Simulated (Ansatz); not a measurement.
A crystal relaxed with r2SCAN in the PAW code Ansatz has space group Pmm2 (No. 25) and a = 4.051 Å, b = 8.180 Å, c = 5.849 Å.

| atom | site | x | y | z |
| --- | --- | --- | --- | --- |
| Xx | 1a | 0.0000 | 0.0000 | 0.9807 |
| As | 1c | 0.5000 | 0.0000 | 0.1729 |
| In | 2h | 0.5000 | 0.2220 | 0.4977 |
| As | 2g | 0.0000 | 0.2122 | 0.7805 |
| In | 1b | 0.0000 | 0.5000 | 0.0063 |
| As | 1d | 0.5000 | 0.5000 | 0.2839 |

r2SCAN gives a direct gap of 0.05 eV at Γ. (This is within a few times the smearing of 0.02 eV, so the filling near the edges can be smeared.) With HSE06 the gap is 0.40 eV and direct, at Γ. Meshes: r2SCAN 6×4×4, HSE06 4×2×4.

Problem. Which element is Xx?
A. Al
B. Ga
C. Tl
D. B

Solution. D. Xx is B: an ordered 8-atom cell of In3BAs4 on the zincblende lattice (Pmm2). Around B lie 4 As at 2.09–2.32 Å; around As lie 2 B at 2.32 Å and 2 In at 2.63 Å; around In lie 4 As at 2.60–2.63 Å; around As lie 1 B at 2.09 Å and 3 In at 2.62–2.70 Å; around In lie 4 As at 2.60–2.70 Å; around As lie 4 In at 2.60 Å.

Spin-unpolarised throughout. Whether this structure exists isn't addressed.

No spin-orbit coupling is included; it can move band edges with weight on the heavy atoms by tenths of an eV.

Gaps or overlaps of about a tenth of an eV are at the limit of these meshes: between the points read a gap can be smaller or closed.

The meshes of the hybrids are coarse, so their gaps aren't converged to the digits shown.
